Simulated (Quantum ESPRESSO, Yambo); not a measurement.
**G0W0 results for AlP at +1 % isotropic strain**

```cif
data_Al2P2
_chemical_formula_sum 'Al2 P2'
_space_group_name_H-M_alt 'P63mc'
_space_group_IT_number 186
_space_group_name_Hall 'P 6c -2c'
_cell_length_a 3.89983
_cell_length_b 3.89983
_cell_length_c 6.39841
_cell_angle_alpha 90.000
_cell_angle_beta 90.000
_cell_angle_gamma 120.000
loop_
_atom_site_label
_atom_site_type_symbol
_atom_site_symmetry_multiplicity
_atom_site_Wyckoff_symbol
_atom_site_fract_x
_atom_site_fract_y
_atom_site_fract_z
_atom_site_occupancy
Al1 Al 2 b 0.33333 0.66667 0.00005 1
P1 P 2 b 0.33333 0.66667 0.37495 1
```

The PBEsol cell relaxed from Materials Project entry mp-8880 was given an isotropic strain of +1 % on all lattice vectors, and the atoms were relaxed again.

Starting point: norm-conserving PBEsol (Quantum ESPRESSO, 44 Ry, without SOC). G0W0 in Yambo: 6×6×2 Γ-centred k mesh, 179 bands and a 10 Ry block in the screening, 179 bands in G with the Bruneval-Gonze terminator, plasmon pole fitted at 27.2 eV.

The PBEsol gap along the band path is 1.85 eV. The PBEsol gap between the mesh's edge points (Γ → M) comes out as 1.85 eV and the G0W0 gap between the same points is 2.82 eV. The PBEsol smallest direct gap on the mesh (at Γ) is 2.22 eV. The G0W0 direct gap at that point is 3.20 eV.

```
k point  band  E PBEsol (eV)  E QP (eV)  shift (eV)     Z
-------  ----  -------------  ---------  ----------  ----
Γ          VB           0.00      -0.84       -0.84  0.77
Γ          CB           2.22       2.36        0.14  0.79
A          VB          -0.50      -1.37       -0.87  0.77
A          CB           3.03       3.18        0.15  0.78
M          VB          -0.84      -1.72       -0.88  0.77
M          CB           1.85       1.98        0.13  0.79
```

Energies count from the PBEsol valence-band maximum.

Convergence of the G0W0 settings was not tested.

This is not the ordinary phase of the substance; no match was found in the copy of COD used, and its stability was not checked.
